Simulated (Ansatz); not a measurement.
Li:
```
Li
1.0
   -1.71751     1.71751     1.71751
    1.71751    -1.71751     1.71751
    1.71751     1.71751    -1.71751
Li
1
Direct
  0.00000   0.00000   0.00000
```

Relaxed with PBE. Special points in fractions of this cell's reciprocal vectors: Γ (0.000, 0.000, 0.000); H (0.500, -0.500, 0.500); N (0.000, 0.000, 0.500); P (0.250, 0.250, 0.250).

Task: List the band energies nearest the Fermi level at these points for plane-wave PAW PBE (Ansatz code).

Result: In eV from the Fermi level; about four levels below and three above (degenerate sets whole), none deeper than 8.9 eV; … stands for higher levels left out; points with the same levels are listed once.

```
k  below            above
-  -----  ---------------
Γ  -3.59                …
H      –   5.50 5.50 5.50
N      –  0.23 3.22 10.35
P      –   3.36 3.36 3.36
```

Space group Im-3m (bcc (W type)). The cell was relaxed with PBE under the symmetry of its start.

Potentials: the later of the program's two PAW sets.
